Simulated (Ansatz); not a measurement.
The relaxed structure here is a generated cell of Bi: the first start was made by placing the elements on the sites of a structure type, and the end was not matched to a known phase here, so it may be hypothetical. Known forms of Bi include space group No. 166.

One stationary structure of Bi. All values below come from PBEsol (plane waves to 420 eV, PAW, scalar-relativistic; Ansatz, a quantum-chemistry and plane-wave program).

```xyz
1
Lattice="3.2218 0.0000 0.0000 0.0000 3.2218 0.0000 0.0000 0.0000 3.2218" Properties=species:S:1:pos:R:3 pbc="T T T"
Bi     0.0000     0.0000     0.0000
```

Problem. Determine the symmetry and give the standard cell with its independent sites.

Solution. Space group Pm-3m (No. 221); a = b = c = 3.2218 Å, α = β = γ = 90.00°

```tsv
atom	site	symmetry	x	y	z
Bi	1a	m-3m	0.0000	0.0000	0.0000
```

This is the simple cubic type.

Problem. Give the shortest distances between elements (the closest pairs, up to four, under 3.6 Å).

Solution. Bi–Bi 3.22 Å.

| Property | Value |
|---|---|
| Volume per atom | 33.44 Å³ |
| Band gap | no gap (metallic) |

No spin polarisation in the result.

The run could not lose the symmetry of its start: the end is stationary, and may be a saddle point rather than a minimum.
